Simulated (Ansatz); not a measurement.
**H4NClO: gradients before and after relaxing the atoms**

Start: a structure deposited in the COD, taken as it stands.

Space group P2_1/c (No. 14); a = 6.9500, b = 5.9500, c = 7.7000 Å, β = 120.80°.

```csv
site,Wyckoff,site symmetry,x,y,z
H1,4e,1,0.2333,0.9829,0.1714
H5,4e,1,0.2890,0.5273,0.1583
H9,4e,1,0.1310,0.6574,0.2321
H13,4e,1,0.4103,0.6747,0.3674
N,4e,1,0.2743,0.6664,0.2252
Cl,4e,1,0.2414,0.1881,0.3972
O,4e,1,0.2650,0.8492,0.1120
```

One atom of each set is listed.

All values are calculated (Ansatz; DFT, PBE, plane waves and PAW, scalar-relativistic, 420 eV cutoff, Γ-centred 6×6×5 k-points, Fermi–Dirac smearing 0.05 eV), not measured.

The largest force at the start is 1.6 eV/Å. Relaxing the ions at fixed cell moves them by 0.130 Å at most (atom 3, H) and 0.075 Å rms.

| site | moved (Å) | first shell before | first shell after | V_zz before (10²¹ V/m²) | η before |
| --- | --- | --- | --- | --- | --- |
| H1 | 0.130 | 1 O at 1.00 Å | 1 O at 1.01 Å | 3.03 | 0.23 |
| H5 | 0.117 | 1 N at 1.01 Å | 1 N at 1.05 Å | 3.36 | 0.06 |
| H9 | 0.047 | 1 N at 1.03 Å | 1 N at 1.05 Å | 2.95 | 0.07 |
| H13 | 0.044 | 1 N at 1.02 Å | 1 N at 1.04 Å | 3.18 | 0.07 |
| N | 0.015 | 3 H at 1.01–1.03 Å, 1 O at 1.37 Å | 3 H at 1.04–1.05 Å, 1 O at 1.41 Å | 8.19 | 0.05 |
| Cl | 0.030 | 4 H at 2.10–2.31 Å | 4 H at 2.01–2.29 Å | 2.10 | 0.96 |
| O | 0.062 | 1 H at 1.00 Å, 1 N at 1.37 Å, angle 107° | 1 H at 1.01 Å, 1 N at 1.41 Å, angle 104° | 25.2 | 0.78 |

Task: How do the gradients change?

Result: 

| site | V_zz after | η after | change of V_zz |
| --- | --- | --- | --- |
| H1 | 2.71 | 0.26 | -0.32 |
| H5 | 2.40 | 0.06 | -0.96 |
| H9 | 2.53 | 0.06 | -0.42 |
| H13 | 2.65 | 0.07 | -0.53 |
| N | 8.02 | 0.10 | -0.17 |
| Cl | -1.96 | 0.84 | – |
| O | 25.4 | 0.79 | +0.17 |

The largest change of V_zz along a kept axis is on H5, from 3.36 to 2.40. The whole tensor moves most on O, by 2.14 along its most changed direction. In per cent, |V_zz| changes by -29 to -10 on H, -2 on N, +1 on O (all sites that start above 0.5, bar those whose gradient vanishes or changes sign or whose main axis turns by over 40°). On Cl the largest principal value lies along another axis in the second run, so the two V_zz can't be compared directly. The bonds to hydrogen get longer (H–N from 1.01 to 1.05 Å), and the gradient at hydrogen falls steeply with it.

The lattice is static: at room temperature NH₃ may turn and average the couplings of its hydrogen.
Before: At this cell the principal stresses reach 6 GPa in size with PBE, which can matter for small gradients.
